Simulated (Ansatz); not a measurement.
Relaxation path: Te (bcc type)

DFT, PBEsol, PAW with Ansatz's default frozen-core files, scalar-relativistic (Ansatz 0.2.0); a Γ-centred 15×15×15 k mesh, Fermi–Dirac smearing of 0.1 eV, no spin polarisation. The run relaxes cell and atoms at a target pressure of 0 GPa.

Command: `ansatz run input.yaml --threads 1 --pin off --max-ram 3584MiB --backend cpu --events-out ev --progress --plain --runs-dir out` It took 7.7 s on 1 thread of Arm Neoverse V2 (shared host), peak memory 0.33 GiB.

```yaml
crystal:
  lattice:
    - [-1.9354383203, 1.9354383203, 1.9354383203]
    - [1.9354383203, -1.9354383203, 1.9354383203]
    - [1.9354383203, 1.9354383203, -1.9354383203]
  atoms:
    - { symbol: Te, position: [0.0, 0.0, 0.0] }
kpoints:
  mp_grid: { grid: [15, 15, 15] }
scf:
  occupations: { method: fermi_dirac, width: 0.1 }
hamiltonian:
  xc: pbesol
  pseudopotentials: { kind: paw }
output:
  forces: true
  stress: true
relax:
  f_tol: 0.005
  max_steps: 40
  cell: {}
```

Each step lists its free energy a cell above the last geometry, the pressure, the cell vectors (Å), and Cartesian positions (Å) with forces (eV/Å).

The first step:

```
step 1  dF = 24.12 meV  P = -3.71 GPa
  cell -1.9354 1.9354 1.9354  1.9354 -1.9354 1.9354  1.9354 1.9354 -1.9354
  Te 0.0000 0.0000 0.0000   0.0000 0.0000 0.0000
```

Spin–orbit coupling is left out, which matters for the heavy atoms. The PAW files were made under PBE.

The symmetry of the start is kept and no stability test is made, so the end need not be the stable phase.

**Question.** Where does the relaxation end, and by which steps?

**Answer.** After 4 geometries, with conventional a, b, c = 3.784, 3.784, 3.784 Å, at 27.084 Å³/atom (-6.61 % against the start) in space group Im-3m, with a shortest distance of 3.277 Å. The further steps:
```
step 2  dF = 1.08 meV  P = 0.97 GPa
  cell -1.8826 1.8826 1.8826  1.8826 -1.8826 1.8826  1.8826 1.8826 -1.8826
  Te 0.0000 0.0000 0.0000   0.0000 0.0000 0.0000
step 3  dF = 0.03 meV  P = -0.13 GPa
  cell -1.8931 1.8931 1.8931  1.8931 -1.8931 1.8931  1.8931 1.8931 -1.8931
  Te 0.0000 0.0000 0.0000   0.0000 0.0000 0.0000
step 4  dF = 0.00 meV  P = 0.00 GPa
  cell -1.8919 1.8919 1.8919  1.8919 -1.8919 1.8919  1.8919 1.8919 -1.8919
  Te 0.0000 0.0000 0.0000   0.0000 0.0000 0.0000
step 5  dF = 0.40 meV  P = -0.01 GPa  (same geometry on a basis chosen anew; earlier energies don't compare to the last digit)
  cell -1.8919 1.8919 1.8919  1.8919 -1.8919 1.8919  1.8919 1.8919 -1.8919
  Te 0.0000 0.0000 0.0000   0.0000 0.0000 0.0000
```
